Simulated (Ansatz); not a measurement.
KBr (rock salt, space group No. 225), plane-wave PAW PBE (Ansatz code). The conduction-band minimum lies at Γ, with 1 equivalent valley. Second derivatives d²E/dk² of the lowest band at one valley (eV·Å²), along Cartesian directions:

```
direction  d²E/dk²
---------  -------
[100]        19.61
[010]        19.61
[001]        19.61
[110]        19.61
[101]        19.61
[011]        19.61
```

Question: Find the principal effective masses, the density-of-states mass and the conductivity mass.

Answer: Off-diagonal terms follow from H_xy = H[110] − (H_xx + H_yy)/2, and m*/mₑ = 7.620 eV·Å² over each eigenvalue: 0.39, 0.39, 0.39. One valley's DOS mass (m₁m₂m₃)^(1/3) = 0.39, conductivity mass 3/(Σ 1/mᵢ) = 0.39 mₑ.

Question: What effective density of states Nc follows at 300 K for parabolic valleys?

Answer: Nc = 2.509e19 × 1 × (0.39)^(3/2) ≈ 6.1e18 cm⁻³.

Space group Fm-3m (rock salt). The cell was relaxed with PBE under the symmetry of its start. Scalar-relativistic: spin–orbit coupling is off unless named, which matters more the heavier the elements.

Potentials: the later of the program's two PAW sets.

Edges and masses are those of Kohn–Sham bands, whose gap is no quasiparticle gap.
